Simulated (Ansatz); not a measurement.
SeBr in space group Aea2 (No. 41; Br on 8b, Se on 8b), r²SCAN+D4 (plane waves, PAW; program Ansatz). The conduction-band minimum lies at Γ, with 1 equivalent valley. Second derivatives d²E/dk² of the lowest band at one valley (eV·Å²), along Cartesian directions:

```
direction  d²E/dk²
---------  -------
[100]        2.564
[010]        4.427
[001]        8.303
[110]        3.496
[101]        5.430
[011]        6.365
```

Q: Find the principal effective masses, the density-of-states mass and the conductivity mass.

A: Off-diagonal terms follow from H_xy = H[110] − (H_xx + H_yy)/2, and m*/mₑ = 7.620 eV·Å² over each eigenvalue: 0.92, 1.7, 3.0. One valley's DOS mass (m₁m₂m₃)^(1/3) = 1.7, conductivity mass 3/(Σ 1/mᵢ) = 1.5 mₑ.

Q: What effective density of states Nc follows at 300 K for parabolic valleys?

A: Nc = 2.509e19 × 1 × (1.7)^(3/2) ≈ 5.6e19 cm⁻³.

The workflow started from an entry of the Crystallography Open Database (COD), which files this formula under 2 space groups. Its standing as an ambient phase is unchecked. The cell was relaxed with r²SCAN+D4 under the symmetry of its start; its stability against distortions is not shown here. Scalar-relativistic: spin–orbit coupling is off unless named, which matters more the heavier the elements.

Potentials: the later of the program's two PAW sets.

Edges and masses are those of Kohn–Sham bands, whose gap is no quasiparticle gap.
